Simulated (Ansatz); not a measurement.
**Data sheet: Ni6Ge2B (DFT)**

Ni₆Ge₂B:
```yaml
crystal:
  lattice:
    - [6.13892, 0.00000, 0.00000]
    - [-3.06946, 5.31646, 0.00000]
    - [0.00000, 0.00000, 2.93572]
  atoms:
    - { symbol: Ni, position: [0.76242, 0.76242, 0.00000] }
    - { symbol: Ni, position: [0.00000, 0.23758, 0.00000] }
    - { symbol: Ni, position: [0.23758, 0.00000, 0.00000] }
    - { symbol: Ni, position: [0.38109, 0.38109, 0.50000] }
    - { symbol: Ni, position: [0.00000, 0.61891, 0.50000] }
    - { symbol: Ni, position: [0.61891, 0.00000, 0.50000] }
    - { symbol: Ge, position: [0.66667, 0.33333, 0.00000] }
    - { symbol: Ge, position: [0.33333, 0.66667, 0.00000] }
    - { symbol: B, position: [0.00000, 0.00000, 0.50000] }
```

Space group P-62m (No. 189); conventional cell a = b = 6.1389 Å, c = 2.9357 Å, α = β = 90.00°, γ = 120.00°.

Method: DFT-r²SCAN in the program Ansatz with PAW potentials. The cell and atoms are relaxed at this level. Other levels are named where they apply.

### Cell and energy

```yaml
volume_per_atom: 10.65 Å³
density: 8.81 g/cm³
Formation energy from the elements (no fitted shifts): -0.28 eV/atom
```

### Electronic structure

```yaml
electronic_character: metallic (no gap)
Density of states at the Fermi level: 0.51 states/eV per atom (mean over ±0.08 eV)
```

The first step of the workflow began from a Materials Project structure, measured or hypothetical; the Crystallography Open Database copy checked does not list it. Whether it is the stable phase at ambient conditions was not checked. The cell was relaxed with r²SCAN under the symmetry of its start; whether a distortion lowers the energy is not shown. No spin polarisation was allowed. The references are the lowest solids computed at this level, not always the standard phases. Scalar-relativistic: spin–orbit coupling is off unless named, which matters more the heavier the elements.

Potentials: the earlier of the program's two PAW sets.
